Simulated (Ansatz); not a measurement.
## MnNbN₂ (P4/mmm) at 2 levels of theory

One geometry, relaxed with PBE; plane waves with PAW potentials in Ansatz, scalar-relativistic. Collinear spin, ending at 3.1 μB a primitive cell. Gaps are the least over mesh and band path; pressure is positive in compression.

Space group P4/mmm (No. 123). a = 3.079 Å, b = 3.079 Å, c = 4.268 Å, α = 90.00°, β = 90.00°, γ = 90.00°
```csv
atom,site,symmetry,x,y,z
Mn,1a,4/mmm,0.0000,0.0000,0.0000
Nb,1d,4/mmm,0.5000,0.5000,0.5000
N,1b,4/mmm,0.0000,0.0000,0.5000
N,1c,4/mmm,0.5000,0.5000,0.0000
```

```
level  cutoff (eV)    k mesh  gap (eV)  pressure (GPa)  largest moment (μB)
  PBE          420  14×14×12         0             0.0                 3.00
```

Question: What comes out on the same cell with LDA?

Answer:
| level | cutoff (eV) | k mesh | gap (eV) | pressure (GPa) | largest moment (μB) |
| --- | --- | --- | --- | --- | --- |
| LDA | 420 | 14×14×12 | 0 | -17.3 | 2.77 |

The cell was found from a structure generator's guess, not taken from experiment.
